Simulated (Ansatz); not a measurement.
**Property card for Re**

Re:
```cif
data_Re3
_chemical_formula_sum 'Re3'
_space_group_name_H-M_alt 'P 1'
_space_group_IT_number 1
_cell_length_a 6.80566
_cell_length_b 6.80566
_cell_length_c 6.80566
_cell_angle_alpha 23.222
_cell_angle_beta 23.222
_cell_angle_gamma 23.222
loop_
_space_group_symop_operation_xyz
  'x, y, z'
loop_
_atom_site_label
_atom_site_type_symbol
_atom_site_fract_x
_atom_site_fract_y
_atom_site_fract_z
_atom_site_occupancy
Re1 Re 0.00000 0.00000 0.00000 1
Re2 Re 0.22216 0.22216 0.22216 1
Re3 Re 0.77784 0.77784 0.77784 1
```

Space group R-3m (No. 166), 9R (Sm type); conventional cell a = 2.7395 Å, b = 2.7395 Å, c = 19.8580 Å, α = 90.00°, β = 90.00°, γ = 120.00°.

Method: the program Ansatz at the LDA level (PAW). Geometry: relaxed at this level of theory. Other levels are named where they apply.

Cell and energy:

Volume per atom: 14.34 Å³
Density: 21.56 g/cm³

Electronic structure:

- Electronic character: metallic (no gap)
- Density of states at the Fermi level: 0.79 states/eV per atom (mean over ±0.08 eV)

Mechanics:

Bulk modulus (Birch–Murnaghan fit): 403 GPa
Pressure derivative B′: 4.4

Phonons:

Highest zone-centre frequency: 191 cm⁻¹
Zone-centre stability: no imaginary mode at Γ

The first step of the workflow began from a Materials Project structure, measured or hypothetical; the Crystallography Open Database copy checked does not list it. It is not the phase usual at ambient conditions (space group No. 194). The LDA relaxation kept the symmetry of its start. The run is not spin-polarised. As this level gives no gap, phonon frequencies hold no LO–TO term and depend on the k-mesh and smearing (Fermi–Dirac, 0.1 eV here). Axis ratios of metals converge slowly with the k-mesh, so a and c are less sure than the volume. Scalar-relativistic: spin–orbit coupling is off unless named, which matters more the heavier the elements.

Potentials: the later of the program's two PAW sets.
